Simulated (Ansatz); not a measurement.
A relaxed cell of ReB6 is given with its symmetry left out. The cell was found from a structure generator's guess, not taken from experiment.

All numbers below come from DFT PBE, scalar-relativistic, plane waves, PAW (Ansatz 0.2.0). Cutoff 420 eV, Γ-centred mesh, Gaussian smearing, no spin polarisation.

```cif
data_structure
_symmetry_space_group_name_H-M 'P 1'
_symmetry_Int_Tables_number 1
_cell_length_a 3.9623
_cell_length_b 3.9623
_cell_length_c 3.9623
_cell_angle_alpha 87.369
_cell_angle_beta 87.369
_cell_angle_gamma 87.369
_cell_volume 62.01
loop_
_atom_site_label
_atom_site_type_symbol
_atom_site_fract_x
_atom_site_fract_y
_atom_site_fract_z
_atom_site_occupancy
Re1 Re 0.50000 0.50000 0.50000 1
B1 B 0.00000 0.67838 0.32162 1
B2 B 0.32162 0.00000 0.67838 1
B3 B 0.67838 0.32162 0.00000 1
B4 B 0.00000 0.32162 0.67838 1
B5 B 0.67838 0.00000 0.32162 1
B6 B 0.32162 0.67838 0.00000 1
```

Formation energies are uncorrected and refer to the elements' standard structures at the same level.

Problem. What space group does it have?

Solution. R-3m (No. 166). Conventional cell: a = 5.473 Å, c = 7.171 Å. Re has 12 B at 2.21 Å; B is surrounded by 2 B at 1.76 Å, 1 B at 1.95 Å and 2 Re at 2.21 Å.

Problem. How far does it lie from the elements in energy?

Solution. +0.28 eV/atom. It can't be a ground state, since the elements alone are lower.

Problem. Is it a metal?

Solution. Yes, bands cross the Fermi level on the 12×12×12 mesh.

The last run used a 12×12×12 mesh for its 7-atom cell and Gaussian smearing of 0.10 eV. These runs have no spin–orbit coupling, which can matter for Re. A structure relaxed within its symmetry needn't be a true minimum.
